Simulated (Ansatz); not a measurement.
Q: Free-standing sheets of WAs4Si2, MA2Z4 (prismatic core, outer Z over the empty site)-type layer and Te, β-tellurene-type layer are relaxed with the program Ansatz at the PBE level (PAW). Aligned at the vacuum level, what band offsets and what type of junction result?

A: WAs4Si2: VBM -4.64, CBM -4.16 eV; Te: VBM -4.84, CBM -3.57 eV. Valence offset 0.19 eV (WAs4Si2 higher), conduction offset 0.59 eV (WAs4Si2 lower): type I (straddling).

Natural alignment of Kohn–Sham levels: no interface dipole, strain or quasiparticle shift.

All cells were relaxed under the symmetry of their starts (and spin orders); stability against distortions was not tested throughout. Rows with no word on spin ran without spin polarisation. Scalar-relativistic: spin–orbit coupling is off unless named, which matters more the heavier the elements. Constructed layers (a layer type filled with these elements): WAs4Si2, MA2Z4 (prismatic core, outer Z over the empty site)-type layer; Te, β-tellurene-type layer.

Potentials: the later of the program's two PAW sets.

Edges and masses are those of Kohn–Sham bands, whose gap is no quasiparticle gap.
